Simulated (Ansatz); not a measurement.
Input file for Ansatz (a quantum-chemistry and plane-wave program):

Ansatz 0.2 input:
```yaml
crystal:
  lattice:
    - [3.8871411058, 0.0, 0.0]
    - [-1.9435705529, 3.3663629458, 0.0]
    - [0.0, 0.0, 5.247324673]
  atoms:
    - { symbol: Rh, position: [0.0, 0.0, 0.0] }
    - { symbol: Te, position: [0.3333333333, 0.6666666667, 0.2570188471] }
    - { symbol: Te, position: [0.6666666667, 0.3333333333, 0.7429811529] }
kpoints:
  mp_grid: { grid: [12, 12, 8] }
basis: { xc_grid: 2, fft_grid_basis: typed }
hamiltonian:
  xc: lda
  pseudopotentials: { kind: paw }
scf:
  occupations: { method: gaussian, width: 0.05 }
checkpoint: { read: metal.run }
output: { write_density: true, elf: true, volumetric_format: npy }
```

Output (shortened):

```
Pseudopotential: Rh, paw, valence charge 17
Pseudopotential: Te, paw, valence charge 16
Functional definition: SPW92
Crystal: 3 atoms, lattice volume = 68.664 Å³
Basis set: ecut = 420 eV, 1361 PW (Γ), exchange–correlation on 54×54×72 points (8 copies of the dense FFT grid, shifted against one another)
Bands: 30, of which v1, the nominal top of the filled ones, is band 25 counted from 1 (24 counted from 0)
Symmetry: 12 space group operations
Space group: P-3m1 (ITA 164), of the structure as read, at distance tolerance 4.1e-5 Å
k-points: 131 of 1152
Stability of the state it starts from, as read at its close in the unpolarized treatment …
iter 1 solved again at ethr=8.17e-8 eV; its pass at ethr=3.10e-3 eV (dr2=4.00e-5 eV) is discarded
SCF iter   1: F=—  HF=-19934.280385 eV  |F-HF|=—  |Δ(HF+E_count)|=         —  Δρ=3.39e-7  dr2=1.19e-10  ethr=8.17e-8  ⟨swp⟩=3.9  Hψ=28590  notcnv=0
preconditioner: auto → Kerker (q_TF=auto, 2.579 Å⁻¹)
SCF iter   2: F=-19934.280385 eV  HF=-19934.280385 eV  |F-HF|=2.91e-11  |Δ(HF+E_count)|=   4.06e-8  Δρ=1.70e-7  dr2=3.10e-11  ethr=1.00e-12  ⟨swp⟩=7.1  Hψ=16882  notcnv=0
SCF 1 converged in 2 iterations: F = -19934.280385 eV  dr2 = 3.10e-11
SCF converged after 2 iterations
Free energy (F): -19934.280385 eV
Harris-Foulkes:  -19934.280385 eV  (|F-HF|=2.91e-11)
Internal energy: -19934.278065 eV  (E = F + TS)
E sigma→0 (E₀):  -19934.279225 eV
Entropy (-TS):   -0.002320 eV (-0.773 meV/atom)
Fermi energy:    13.343396 eV
--- Per-component energies (eV) ---
  E_band       = -612.837092
  E_kinetic    = 943.520759
  E_local      = -4480.582497  (includes V_loc(G=0)·N_el)
  E_nonlocal   = -247.052744
  E_hartree    = 2352.501461
  E_xc         = -470.701133
  E_vxc        = -491.068671  (∫ρ·V_xc dr)
  E_paw        = -12486.181797  (= ΣΔE_a)
  E_vpaw       = -1042.657074  (= ΣTr[D̂ρ^β])
  E_aug_tail   = 0.000440  (compensation charges beyond the density's cutoff)
  E_ewald      = -5547.762357
  E_core_change = 1.979805  (= ΣΔE_core)
  E_smearing   = -0.002320  (= −TS)
  E_closure    = 0.000000  (closes the sum)
  Σ components = -19934.280385   (vs F -19934.280385, Δ=0.00e0)
  [band-id]    e_kinetic+e_local+e_nonlocal+2·e_hartree+e_vxc+e_vpaw+e_augmentation_tail = -612.836866   (vs E_band -612.837092, Δ=2.26e-4)
--- Band table (eV; the first three rows and the last of 131) ---
  k-point 0: bands = ["-64.7043", "-32.7324", "-32.7324", "-32.6854", "-23.6027", "-23.6027", "-23.5867", "-23.5843", "-23.5715", "-23.5715", "-23.5690", "-23.5690", "-23.5662", "-23.5662", "-0.2594", "3.0656", "7.2154", "8.8887", "8.8887", "11.1135", …
  k-point 1: bands = ["-64.7043", "-32.7324", "-32.7324", "-32.6854", "-23.6016", "-23.6016", "-23.5868", "-23.5842", "-23.5733", "-23.5733", "-23.5697", "-23.5697", "-23.5648", "-23.5648", "-0.1844", "2.8104", "7.5545", "8.9045", "8.9045", "11.1078", …
  k-point 2: bands = ["-64.7043", "-32.7324", "-32.7324", "-32.6854", "-23.5986", "-23.5986", "-23.5870", "-23.5839", "-23.5772", "-23.5772", "-23.5708", "-23.5708", "-23.5629", "-23.5629", "0.0372", "2.2332", "8.3647", "8.9438", "8.9438", "11.0953", …
  k-point 130: bands = ["-64.7039", "-32.7382", "-32.7382", "-32.6852", "-23.5946", "-23.5946", "-23.5904", "-23.5864", "-23.5752", "-23.5752", "-23.5658", "-23.5651", "-23.5651", "-23.5627", "2.1552", "2.1552", "7.9259", "7.9259", "8.9784", "9.7177", …
```

Cost: very roughly 12 core-seconds on shared cores.

The workflow started from an entry of the Crystallography Open Database (COD), which files this formula under 2 space groups. Its standing as an ambient phase is unchecked. The cell was relaxed with LDA under the symmetry of its start; whether a distortion lowers the energy is not shown. The run is not spin-polarised. A crystal of weakly bound layers computed without a dispersion correction: the cell and the soft elastic constants depend strongly on that. With an odd number of electrons in the cell and no spin polarisation, the count alone makes it a metal. Spin–orbit coupling is left out wherever it is not named.

Potentials: the later of the program's two PAW sets.

Ansatz is a plane-wave DFT program.
